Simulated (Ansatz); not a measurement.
Be (hcp (Mg type), P6_3/mmc) at seven volumes, r²SCAN+D4 (plane waves, PAW; program Ansatz), shape and atoms relaxed at each. One row is withheld.

```
V (Å³/atom)  P (GPa)
-----------  -------
7.147          13.81
7.382           8.58
7.618              ?
7.854          -0.02
8.089          -3.55
8.325          -6.65
8.560          -9.39
```

Problem. Fit the shown pressures and predict the withheld one.

Solution. P = (3/2)B₀(x^(7/2) − x^(5/2))[1 + (3/4)(B′ − 4)(x − 1)] with x = (V₀/V)^(2/3). Least squares on the six rows gives V₀ = 7.852 Å³/atom, B₀ = 126 GPa, B′ = 3.32. At V = 7.618, x = 1.0204 and P = 4.01 GPa. The run itself gave 4.00 GPa.

Symmetry was held in the r²SCAN+D4 relaxation. The pairwise dispersion correction was not fitted to metals.

Potentials: the later of the program's two PAW sets.
